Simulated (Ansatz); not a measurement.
One crystal and one scan (energy against volume) at two levels, PBE (plane waves to 420 eV, PAW, scalar-relativistic; Ansatz, a program for electronic structure) and r2SCAN (plane waves to 500 eV, PAW, scalar-relativistic; Ansatz), each from its own relaxed cell and on its own mesh.

The crystal is Ge2Sb2Te5 (Ge2Sb2Te5-Kooi type, space group P-3m1); the cell is scaled evenly about its relaxed volume V₀.

Energies are smeared free energies. Ge2Sb2Te5 was relaxed with its symmetry unable to fall. Spin-orbit coupling is left out, though Sb and Te are heavy. The PAW data are Ansatz's earlier set. With the shape held, the modulus is that of even scaling; a crystal free to change shape is softer. Both scans cover V/V₀ from 0.840 to 1.160.

```
quantity                                                                     run 1  run 2
---------------------------------------------------------------------------  -----  -----
Lattice constant a (Å)                                                       4.294  4.267
Lattice constant c (Å)                                                       17.64  17.62
Relaxed volume (Å³/atom)                                                     31.28  30.87
Pressure at the smallest volume (GPa)                                          8.6    9.2
Energy cost of the largest compression (meV/atom)                              107    118
Energy cost of the largest expansion (meV/atom)                                 40     47
Bulk modulus at fixed cell shape B₀ (third-order Birch-Murnaghan fit) (GPa)   25.4   29.3
Pressure derivative B₀′ (fit)                                                  8.0    7.2
Pressure for 5 % compression (fit) (GPa)                                       1.6    1.8
```

Question: Which run is which level?

Answer: Run 1 is PBE, run 2 is r2SCAN. PBE gives the higher value for: lattice constant a; relaxed volume; pressure derivative B₀′. PBE gives the lower value for: pressure at the smallest volume; energy cost of the largest compression; energy cost of the largest expansion; bulk modulus at fixed cell shape B₀. They agree on: lattice constant c (within 0.2 %). Neither level is exact: the differences show how much the result hangs on the functional.

(Under strain, the slope of the energy per volume gives the stress and its curvature an elastic modulus.)
